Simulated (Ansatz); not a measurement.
BeSe in space group P4_2/mmc (No. 131; Be on 2c, Se on 2e) at seven volumes, DFT-PBE in the program Ansatz with PAW potentials, shape and atoms relaxed at each. One row is withheld.

```json
[
 {"V (Å³/atom)": "17.392", "P (GPa)": "6.02"},
 {"V (Å³/atom)": "17.965", "P (GPa)": "3.80"},
 {"V (Å³/atom)": "18.539", "P (GPa)": "1.79"},
 {"V (Å³/atom)": "19.112", "P (GPa)": "0.00"},
 {"V (Å³/atom)": "19.685", "P (GPa)": "-1.54"},
 {"V (Å³/atom)": "20.259", "P (GPa)": "?"},
 {"V (Å³/atom)": "20.832", "P (GPa)": "-3.99"}
]
```

**Question.** Fit the shown pressures and predict the withheld one.

**Answer.** P = (3/2)B₀(x^(7/2) − x^(5/2))[1 + (3/4)(B′ − 4)(x − 1)] with x = (V₀/V)^(2/3). Least squares on the six rows gives V₀ = 19.120 Å³/atom, B₀ = 54.3 GPa, B′ = 3.45. At V = 20.259, x = 0.9622 and P = -2.84 GPa. The run itself gave -2.85 GPa.

A made-up cell: these elements were put on the sites of a structure type; neither database checked (COD, Materials Project) lists it. COD files the formula under space group No. 216, so this cell is another polymorph or a model. Whether it is the stable phase at ambient conditions was not checked. The PBE relaxation kept the symmetry of its start; whether a distortion lowers the energy is not shown.

Potentials: the later of the program's two PAW sets.
